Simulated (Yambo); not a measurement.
G0W0@LDA for CdS (wurtzite, space group P6_3mc, No. 186) in Yambo (3×3×2 mesh, 8 Ry block, plasmon pole, screening fixed), without a terminator:

```
bands N in G  gap Γ → Γ (eV)  shift of the valence edge (eV)
------------  --------------  ------------------------------
76                     2.161                          -0.302
127                    2.212                          -0.550
195                    2.261                          -0.680
```

Extrapolate both columns to infinite N with E(N) = E∞ + A/N, test the form, and compare with the terminator.

From two points, E∞ = (N2 E2 − N1 E1)/(N2 − N1). The two largest N give 2.35 eV for the gap and -0.92 eV for the shift; the two smallest give 2.29 eV and -0.92 eV. For the gap the slopes A are -9.7 and -18 eV: the form isn't reached, and its limit is uncertain. For the shift the slopes A are 47 and 47 eV: the 1/N form holds. With the Bruneval-Gonze terminator and 195 bands the run gives 2.31 eV and -0.79 eV, 0.04 eV and 0.13 eV from the extrapolated values: the terminator too is an estimate of the remainder. Block, mesh and the bands in W are held fixed.

Spin-orbit coupling is not included.

Geometry relaxed with LDA; primitive cell a = 4.0767 Å, b = 4.0767 Å, c = 6.6333 Å, α = 90.00°, β = 90.00°, γ = 120.00°.

A shift is the quasiparticle energy of the state minus its LDA energy.
